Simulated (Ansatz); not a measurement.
**Ca5Ta: a two-dimensional sheet**

The cell was found from a structure generator's guess, not taken from experiment.

Theory: DFT PBE, scalar-relativistic, plane waves, PAW in Ansatz. Cutoff 420 eV; k points 8×8×1 on the computed 6-atom cell (Γ-centred); Gaussian smearing, width 0.10 eV; no spin polarisation.

This is a two-dimensional sheet: the third axis spans vacuum and isn't periodic.

```yaml
crystal:
  periodic: [true, true, false]
  lattice:
    - [5.22029, 0.00000, 0.00000]
    - [0.00000, 5.22029, 0.00000]
    - [0.00000, 0.00000, 32.58366]
  atoms:
    - { symbol: Ca, position: [0.00000, 0.50000, 0.32802] }
    - { symbol: Ca, position: [0.50000, 0.00000, 0.32802] }
    - { symbol: Ca, position: [0.00000, 0.50000, 0.19371] }
    - { symbol: Ca, position: [0.50000, 0.00000, 0.19371] }
    - { symbol: Ca, position: [0.00000, 0.00000, 0.26087] }
    - { symbol: Ta, position: [0.50000, 0.50000, 0.26087] }
```

The zero of energy is the elements' standard structures at the same level; no fitted shifts are applied.

```yaml
Layer_group: p4/mmm (No. 61)
In-plane_cell: a = 5.220 Å, b = 5.220 Å, γ = 90.0°
Area_per_atom: 4.54 Å²
Thickness_between_the_outermost_nuclei: 4.38 Å
Formation_energy: +0.72 eV/atom
Band_gap_over_mesh_and_path: none (metal or semimetal)
Density_of_states_at_the_Fermi_level: 6.3 states/eV per cell
Bader_charges_e: Ca1 0.68, Ca2 0.68, Ca3 0.68, Ca4 0.68, Ca5 0.83, Ta6 -3.53
```

Levels along Γ–X–M–Γ, in eV from the Fermi level, sorted by energy at each point. Points in fractions of the primitive reciprocal vectors: Γ (0.000 0.000 0.000), X (0.000 0.500 0.000), M (0.500 0.500 0.000).
| point | k (1/Å, with 2π) | band 29 | band 30 | band 31 | band 32 | band 33 | band 34 | band 35 |
| --- | --- | --- | --- | --- | --- | --- | --- | --- |
| Γ | 0.000 | -0.86 | -0.29 | -0.17 | -0.17 | 0.20 | 0.36 | 0.55 |
| - | 0.086 | -0.85 | -0.28 | -0.17 | -0.16 | 0.20 | 0.38 | 0.57 |
| - | 0.172 | -0.78 | -0.27 | -0.20 | -0.15 | 0.22 | 0.42 | 0.63 |
| - | 0.258 | -0.67 | -0.26 | -0.24 | -0.12 | 0.24 | 0.48 | 0.64 |
| - | 0.344 | -0.52 | -0.41 | -0.21 | -0.10 | 0.26 | 0.51 | 0.60 |
| - | 0.430 | -0.64 | -0.37 | -0.17 | -0.07 | 0.29 | 0.39 | 0.66 |
| - | 0.516 | -0.61 | -0.22 | -0.15 | -0.05 | 0.20 | 0.33 | 0.63 |
| X | 0.602 | -0.52 | -0.14 | -0.11 | -0.04 | 0.05 | 0.34 | 0.61 |
| - | 0.688 | -0.50 | -0.22 | -0.06 | -0.03 | -0.02 | 0.33 | 0.64 |
| - | 0.774 | -0.43 | -0.35 | -0.19 | 0.00 | 0.02 | 0.30 | 0.68 |
| - | 0.860 | -0.51 | -0.41 | -0.34 | 0.06 | 0.09 | 0.26 | 0.69 |
| - | 0.946 | -0.68 | -0.64 | -0.21 | 0.11 | 0.16 | 0.23 | 0.70 |
| - | 1.032 | -0.86 | -0.85 | -0.09 | 0.16 | 0.20 | 0.23 | 0.72 |
| - | 1.118 | -1.03 | -1.01 | 0.00 | 0.18 | 0.19 | 0.28 | 0.76 |
| M | 1.204 | -1.05 | -1.05 | 0.03 | 0.18 | 0.20 | 0.29 | 0.78 |
| - | 1.325 | -1.00 | -0.90 | -0.04 | 0.18 | 0.20 | 0.27 | 0.73 |
| - | 1.447 | -0.84 | -0.69 | -0.22 | 0.18 | 0.23 | 0.24 | 0.67 |
| - | 1.568 | -0.74 | -0.63 | -0.29 | 0.11 | 0.26 | 0.31 | 0.66 |
| - | 1.690 | -0.83 | -0.42 | -0.27 | 0.01 | 0.27 | 0.41 | 0.67 |
| - | 1.812 | -0.85 | -0.27 | -0.26 | -0.08 | 0.24 | 0.46 | 0.60 |
| - | 1.933 | -0.87 | -0.28 | -0.19 | -0.14 | 0.21 | 0.39 | 0.59 |
| Γ | 2.055 | -0.86 | -0.29 | -0.17 | -0.17 | 0.20 | 0.36 | 0.55 |

The last run used an 8×8×1 mesh for its 6-atom cell and Gaussian smearing of 0.10 eV. Spin–orbit coupling, which can matter for Ta, is left out. The cell is a metal run without spin; a magnetic state may lie lower.
